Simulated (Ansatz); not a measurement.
A distorted cell of Rh (fcc, Cu type):

```yaml
crystal:
  lattice:
    - [3.80000, 0.00000, 0.00000]
    - [0.00000, 3.80000, 0.00000]
    - [0.00000, 0.00000, 3.80000]
  atoms:
    - { symbol: Rh, position: [0.00000, 0.00000, 0.94316] }
    - { symbol: Rh, position: [0.50000, 0.50000, 0.00000] }
    - { symbol: Rh, position: [0.50000, 0.00000, 0.50000] }
    - { symbol: Rh, position: [0.00000, 0.50000, 0.50000] }
```

The numbers are results of r2SCAN (plane waves to 500 eV, PAW, scalar-relativistic; Ansatz, a quantum-chemistry and plane-wave program), not measurements. k mesh 10×10×10 (Γ-centred), Fermi-Dirac smearing 0.05 eV. The energy includes the smearing's −TS. Compression counts positive. With partly filled bands, energies and forces of such displacements shift with the k mesh and the smearing. Rh is run without spin polarisation. Rh was relaxed with its symmetry unable to fall.

Task: Predict the force on every atom, in eV/Å.

Result: 
| atom | Fx | Fy | Fz |
|---|---|---|---|
| Rh1 | 0.000 | 0.000 | 2.549 |
| Rh2 | 0.000 | 0.000 | -0.298 |
| Rh3 | 0.000 | 0.000 | -1.126 |
| Rh4 | 0.000 | 0.000 | -1.126 |

Task: Give the stress tensor in GPa and the pressure.

Result: 
```
    3.0      0.0      0.0
    0.0      3.0      0.0
    0.0      0.0      4.4
```
The pressure, a third of the trace, is 3.4 GPa.

Task: In it atom 1 sits (0.000, 0.000, -0.216) Å away from its relaxed site. What is its energy relative to the relaxed cell?

Result: 272 meV/cell.

(A displaced cell: forces are minus the slopes of the energy, force constants its curvatures, and phonons follow from these.)
